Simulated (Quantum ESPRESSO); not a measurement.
# Cheap against tight settings: KZnF₃

```xyz
5
Lattice="4.0474 0.0000 0.0000 0.0000 4.0474 0.0000 0.0000 0.0000 4.0474" Properties=species:S:1:pos:R:3 pbc="T T T"
K      0.0000     0.0000     0.0000
Zn     2.0237     2.0237     2.0237
F      0.0000     2.0237     2.0237
F      2.0237     0.0000     2.0237
F      2.0237     2.0237     0.0000
```
The cell comes from the Materials Project (a computed structure). It is KZnF3 in Pm-3m; whether this form has been observed was not checked. Stability against distortions was not tested.

Method: σ by PBE GIPAW on JTH datasets (Quantum ESPRESSO, modified build). The cutoff rises from row to row, with the meshes as listed. Costs are rough, from a shared machine. Shieldings are absolute and leave out the bulk-susceptibility term; a larger σ means a smaller chemical shift.

| setting | cutoff (Ha) | k-mesh | σ_iso K (ppm) | σ_iso Zn (ppm) | σ_iso F (ppm) | f-sum rule missed by (%) | rough cost ratio |
|---|---|---|---|---|---|---|---|
| A | 15.5 | 3×3×3 through Γ | 1190.3 | 1788.8 | 327.5 | 0.18 | about 1 |
| B | 17.5 | 3×3×3 shifted | 1195.1 | 1804.0 | 332.2 | 0.05 | about 1 |
| C | 22.5 | 5×5×5 shifted | 1194.3 | 1776.2 | 329.5 | 0.00 | 3 |
| D | 32.5 | 7×7×7 shifted | 1194.3 | 1770.4 | 329.3 | 0.00 | 10 |

Largest change from the last row but one to the last: σ_iso Zn (ppm) by -5.7.
